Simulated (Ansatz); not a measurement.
S:
```cif
data_S32
_chemical_formula_sum 'S32'
_space_group_name_H-M_alt 'P 1'
_space_group_IT_number 1
_cell_length_a 8.39164
_cell_length_b 13.43178
_cell_length_c 9.53694
_cell_angle_alpha 90.000
_cell_angle_beta 122.305
_cell_angle_gamma 90.000
loop_
_space_group_symop_operation_xyz
  'x, y, z'
loop_
_atom_site_label
_atom_site_type_symbol
_atom_site_fract_x
_atom_site_fract_y
_atom_site_fract_z
_atom_site_occupancy
S1 S 0.64528 0.65055 0.32038 1
S2 S 0.35472 0.34945 0.67962 1
S3 S 0.35472 0.65055 0.17962 1
S4 S 0.64528 0.34945 0.82038 1
S5 S 0.80676 0.42082 0.33837 1
S6 S 0.19324 0.57918 0.66163 1
S7 S 0.19324 0.42082 0.16163 1
S8 S 0.80676 0.57918 0.83837 1
S9 S 0.74347 0.55450 0.21531 1
S10 S 0.25653 0.44550 0.78469 1
S11 S 0.25653 0.55450 0.28469 1
S12 S 0.74347 0.44550 0.71531 1
S13 S 0.58549 0.32399 0.20339 1
S14 S 0.41451 0.67601 0.79661 1
S15 S 0.41451 0.32399 0.29661 1
S16 S 0.58549 0.67601 0.70339 1
S17 S 0.08297 0.20776 0.87749 1
S18 S 0.91703 0.79224 0.12251 1
S19 S 0.91703 0.20776 0.62251 1
S20 S 0.08297 0.79224 0.37749 1
S21 S 0.24684 0.97767 0.01295 1
S22 S 0.75316 0.02233 0.98705 1
S23 S 0.75316 0.97767 0.48705 1
S24 S 0.24684 0.02233 0.51295 1
S25 S 0.30590 0.11264 0.94892 1
S26 S 0.69410 0.88736 0.05108 1
S27 S 0.69410 0.11264 0.55108 1
S28 S 0.30590 0.88736 0.44892 1
S29 S 0.14513 0.88221 0.81454 1
S30 S 0.85487 0.11779 0.18546 1
S31 S 0.85487 0.88221 0.68546 1
S32 S 0.14513 0.11779 0.31454 1
```

Relaxed with r²SCAN.

Task: Which orbitals make up the states near the band edges in DFT-r²SCAN in the program Ansatz with PAW potentials?

Result: Top 1 eV of the valence band: S 3p 93 %. Bottom 1 eV of the conduction band: S 3p 77 %, S 3s 13 %, outside the projected shells 10 %. Projections are on Löwdin-orthogonalised atomic valence shells; empty p or d shells of many metals are not among them.

Task: Tabulate the density of states.

Result: States/eV per cell of 32 atoms, in 0.25 eV bins, energy from the valence-band maximum.

| E (eV) | total | S 3p | S 3s |
|---|---|---|---|
| -7.85 | 0.00 | 0.00 | 0.00 |
| -7.60 | 0.00 | 0.00 | 0.00 |
| -7.35 | 0.00 | 0.00 | 0.00 |
| -7.10 | 0.00 | 0.00 | 0.00 |
| -6.85 | 0.00 | 0.00 | 0.00 |
| -6.60 | 0.00 | 0.00 | 0.00 |
| -6.35 | 31.99 | 31.14 | 0.04 |
| -6.10 | 0.01 | 0.01 | 0.00 |
| -5.85 | 8.78 | 7.77 | 0.88 |
| -5.60 | 36.92 | 32.25 | 4.12 |
| -5.35 | 18.30 | 15.75 | 2.29 |
| -5.10 | 2.28 | 2.07 | 0.17 |
| -4.85 | 11.57 | 10.51 | 0.87 |
| -4.60 | 17.72 | 15.94 | 1.47 |
| -4.35 | 0.70 | 0.63 | 0.06 |
| -4.10 | 32.88 | 29.09 | 3.43 |
| -3.85 | 45.08 | 39.19 | 5.37 |
| -3.60 | 41.47 | 36.97 | 3.96 |
| -3.35 | 8.31 | 7.47 | 0.72 |
| -3.10 | 0.00 | 0.00 | 0.00 |
| -2.85 | 16.01 | 13.96 | 1.64 |
| -2.60 | 15.48 | 13.95 | 1.14 |
| -2.35 | 0.52 | 0.48 | 0.03 |
| -2.10 | 0.00 | 0.00 | 0.00 |
| -1.85 | 0.00 | 0.00 | 0.00 |
| -1.60 | 7.66 | 7.17 | 0.37 |
| -1.35 | 45.97 | 42.83 | 2.34 |
| -1.10 | 51.44 | 48.51 | 1.92 |
| -0.85 | 53.55 | 50.56 | 1.71 |
| -0.60 | 49.38 | 45.88 | 2.06 |
| -0.35 | 7.65 | 6.96 | 0.43 |
| -0.10 | 8.36 | 7.60 | 0.48 |
| 0.15 | 0.00 | 0.00 | 0.00 |
| 0.40 | 0.00 | 0.00 | 0.00 |
| 0.65 | 0.00 | 0.00 | 0.00 |
| 0.90 | 0.00 | 0.00 | 0.00 |
| 1.15 | 0.00 | 0.00 | 0.00 |
| 1.40 | 0.00 | 0.00 | 0.00 |
| 1.65 | 0.00 | 0.00 | 0.00 |
| 1.90 | 0.00 | 0.00 | 0.00 |
| 2.15 | 0.00 | 0.00 | 0.00 |
| 2.40 | 0.00 | 0.00 | 0.00 |
| 2.65 | 11.16 | 8.45 | 1.71 |
| 2.90 | 29.09 | 22.26 | 4.09 |
| 3.15 | 21.23 | 16.44 | 2.69 |
| 3.40 | 26.03 | 20.23 | 2.93 |
| 3.65 | 8.49 | 6.56 | 0.90 |
| 3.90 | 13.29 | 10.53 | 0.69 |
| 4.15 | 37.38 | 31.42 | 1.49 |
| 4.40 | 39.09 | 32.60 | 2.27 |
| 4.65 | 40.01 | 32.81 | 3.14 |
| 4.90 | 24.32 | 20.04 | 1.51 |
| 5.15 | 5.92 | 4.94 | 0.26 |
| 5.40 | 0.00 | 0.00 | 0.00 |
| 5.65 | 0.00 | 0.00 | 0.00 |
| 5.90 | 0.00 | 0.00 | 0.00 |
| 6.15 | 0.00 | 0.00 | 0.00 |
| 6.40 | 4.42 | 0.20 | 0.01 |
| 6.65 | 11.91 | 0.55 | 0.03 |
| 6.90 | 8.87 | 0.34 | 0.02 |
| 7.15 | 9.43 | 0.32 | 0.03 |

Space group P2/c. The workflow started from a Materials Project entry (that database holds measured and hypothetical structures alike); the Crystallography Open Database files this formula in space group No. 13, but the cells were not matched. It is not the phase usual at ambient conditions (space group No. 70). The cell was relaxed with r²SCAN under the symmetry of its start; whether a distortion lowers the energy is not shown. A crystal of weakly bound molecules computed without a dispersion correction: the cell and the soft elastic constants depend strongly on that.

Potentials: the earlier of the program's two PAW sets.
